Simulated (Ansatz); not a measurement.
B$_{2}$O$_{3}$:
```cif
data_B6O9
_chemical_formula_sum 'B6 O9'
_space_group_name_H-M_alt 'P3121'
_space_group_IT_number 152
_space_group_name_Hall 'P 31 2"'
_cell_length_a 4.34269
_cell_length_b 4.34269
_cell_length_c 8.38895
_cell_angle_alpha 90.000
_cell_angle_beta 90.000
_cell_angle_gamma 120.000
loop_
_atom_site_label
_atom_site_type_symbol
_atom_site_symmetry_multiplicity
_atom_site_Wyckoff_symbol
_atom_site_fract_x
_atom_site_fract_y
_atom_site_fract_z
_atom_site_occupancy
B1 B 6 c 0.39736 0.16771 0.10865 1
O1 O 6 c 0.14369 0.54573 0.46201 1
O2 O 3 a 0.15984 0.15984 0.00000 1
```

Relaxed with r²SCAN.

Problem. Give the optical modes at the zone centre with their infrared activity from DFPT, r²SCAN in the plane-wave PAW code Ansatz.

Solution. Transverse frequencies, without the LO–TO term; a row sums one degenerate level.

```csv
ω (cm⁻¹),degeneracy,IR ((D/Å)²/amu),activity
124,1,0.35,IR
126,2,0.68,IR
191,1,0.00,IR-inactive
218,2,0.00,IR-inactive
265,2,0.02,IR
307,2,0.65,IR
313,1,0.00,IR-inactive
326,1,0.00,IR-inactive
331,1,0.00,IR-inactive
544,2,0.51,IR
593,1,17.66,IR
617,2,5.20,IR
617,1,0.00,IR-inactive
642,2,17.24,IR
697,1,0.95,IR
698,2,21.11,IR
723,1,0.00,IR-inactive
733,2,0.11,IR
1016,2,0.92,IR
1182,1,4.61,IR
1262,2,171.95,IR
1269,1,0.00,IR-inactive
1281,1,1.71,IR
1286,1,0.00,IR-inactive
1294,1,93.59,IR
1300,2,10.02,IR
1390,2,3.17,IR
1477,2,42.48,IR
```

Problem. How high does the top mode go among those that the LO–TO term moves?

Solution. 1589 cm⁻¹ for q along x, 1589 cm⁻¹ for q along y, 1512 cm⁻¹ for q along z.

Space group P3_121. The first step of the workflow began from a Materials Project structure, measured or hypothetical; the Crystallography Open Database files this formula in space group No. 152, but the cells were not matched. Whether it is the stable phase at ambient conditions was not checked. The r²SCAN relaxation kept the symmetry of its start; phonons on a q-mesh show no instability.

Potentials: the earlier of the program's two PAW sets.
